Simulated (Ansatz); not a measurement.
# CuPd: zone-centre modes under pressure

CuPd, Pm-3m, a = 2.930 Å. The structure is a COD entry; whether it is the stable form wasn't checked. Ansatz: LDA, PAW, 420 eV, Γ-centred 14×14×14 mesh on 2 atoms, Fermi-Dirac smearing 0.15 eV; no spin polarisation. Cell and atoms are relaxed at each pressure with the symmetry kept; optical modes at Γ by linear response, in cm⁻¹, the highest.

```
P (GPa) V (Å³/atom)     ω1
      0       12.583  232.0
      8       12.146  250.2
     25       11.443      ?
```

**Question.** Get the mode's Grüneisen parameter γ = −d ln ω/d ln V from the other rows and predict the missing frequency.

**Answer.** ln(V/V0) = 0.0000, -0.0353, -0.0950; a line through ln(ω/ω0) of the 2 known rows gives ω1: γ = 2.139, predicted 284.3, computed 282.1. The miss is 0.8 %, or 4 % of the shift under pressure, so a constant γ serves at that level. In a metal these frequencies hang on the mesh and smearing.